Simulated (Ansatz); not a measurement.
# LiIn: reading a single point

```
CELL_PARAMETERS angstrom
0.00000 3.32890 3.32890
3.32890 0.00000 3.32890
3.32890 3.32890 0.00000
ATOMIC_POSITIONS crystal
Li 0.50000 0.50000 0.50000
Li 0.75000 0.75000 0.75000
In 0.00000 0.00000 0.00000
In 0.25000 0.25000 0.25000
```

Single point in Ansatz 0.2.0 with r2SCAN, no spin polarisation. Cutoff 500 eV, PAW datasets, 9×9×9 Γ-centred k mesh, fermi-dirac filling (width 0.0859 eV).

Q: Metal or insulator?

A: It is a metal, with about 0.26 states/eV a cell as the mean within 0.25 eV of the Fermi level, mostly In p (53 %), In s (23 %) and Li s (19 %).

Q: How is the charge shared?

A: Bader charges in e: Li +0.86, In -0.86. In the mean Li gives up most and In takes most.

Q: Is it stable against the elements?

A: -0.34 eV an atom against the elements' usual phases (free molecules for gases, crystals otherwise, with no correction for O₂ or N₂), so it is bound against them; other compounds may still compete. Relaxing would lower it.

Q: Is the cell too large or too small?

A: The pressure is 3.5 GPa (compression positive), so with the atoms held at these fractions the cell would first expand.

Q: Describe some of the short contacts.

A: Li–Li at 2.88 Å: least valence density 0.04 e/Å³ and ELF 0.06 there. Li–In at 2.88 Å: least valence density 0.07 e/Å³ and ELF 0.05 there. In–In at 2.88 Å: least valence density 0.27 e/Å³ and ELF 0.45 there. Both are smooth PAW fields, read partly inside the augmentation spheres.

Origin: a known structure type with other elements, at an estimated volume, so it need not be a known compound.
